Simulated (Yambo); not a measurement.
Material: RbLuO₂ (space group R-3m, No. 166) under isotropic strain of -1.5 % on all lattice vectors; a = b = c = 6.615 Å, α = β = γ = 29.17° (4 atoms in the cell). The PBEsol cell relaxed from Materials Project entry mp-7480 was given an isotropic strain of -1.5 % on all lattice vectors, and the atoms were relaxed again.

With PBEsol (pw.x of Quantum ESPRESSO, ONCV potentials, scalar-relativistic), the gap between the mesh's edge points (Γ → F) is 3.149 eV.

### Question
What does a G0W0 run in Yambo give for it (4×4×4 Γ-centred k mesh, bands 2 to 129 and a 8 Ry block in the screening, 129 bands in G with the Bruneval-Gonze terminator, plasmon pole fitted at 27.2 eV)?

### Answer
The correction is 0.588 eV, giving 3.736 eV, 1.2 times the PBEsol value.  Convergence of the G0W0 settings was not tested. The 4f states are in the valence at their DFT position.
